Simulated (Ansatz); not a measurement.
Starting cell, LiH (rock salt):

```yaml
crystal:
  lattice:
    - [0.00000, 4.00544, 4.00544]
    - [2.00272, 0.00000, 2.00272]
    - [2.00272, 2.00272, 0.00000]
  atoms:
    - { symbol: Li, position: [0.00000, 0.00000, 0.00000] }
    - { symbol: Li, position: [0.50000, 0.00000, 0.00000] }
    - { symbol: H, position: [0.25000, 0.50000, 0.50000] }
    - { symbol: H, position: [0.75000, 0.50000, 0.50000] }
```

The atoms are displaced by Q × the pattern below (from a DFPT mode at L = (0.5, 0.0, 0.0), largest move 1; Q in Å), at fixed cell. (q is in reciprocal vectors of the primitive cell; the cell shown is doubled to hold the pattern.)

```tsv
atom	x	y	z
Li1	-0.577	0.577	0.577
Li2	0.577	-0.577	-0.577
```

Atoms not listed stay in place.

Level of theory: r2SCAN (plane waves to 500 eV, PAW, scalar-relativistic; Ansatz, an electronic-structure program). k mesh 7×14×14 (Γ-centred), Fermi-Dirac smearing 0.05 eV. E stands for the smeared free energy. LiH was relaxed with its symmetry unable to fall. The zero of ΔE is the undisplaced structure.

| Q (Å) | ΔE (meV/cell) |
|---|---|
| -0.180 | 234.0 |
| -0.150 | 162.7 |
| -0.120 | withheld |
| -0.090 | 58.6 |
| -0.060 | 26.1 |
| -0.030 | 6.5 |
| 0.000 | 0.0 |
| 0.030 | 6.5 |
| 0.060 | 26.1 |
| 0.090 | 58.6 |
| 0.120 | withheld |
| 0.150 | 162.7 |
| 0.180 | 234.0 |

Q: Fit an even polynomial form (powers 2, 4) to the given rows and predict ΔE at Q = 0.120.

A: Least squares on the 11 given rows: ΔE = (7246)·Q² + (-719.7)·Q⁴, in meV/cell with Q in Å; root-mean-square residual 0.03 meV/cell. At 0.120 the fit gives 104.2 meV/cell; the calculation gives 104.2 meV/cell, the same to the digits shown. The quadratic term alone would give 104.3 meV/cell.

(For displaced atoms, the force is minus the slope of the energy, and its curvature is a force constant, which sets phonon frequencies.)
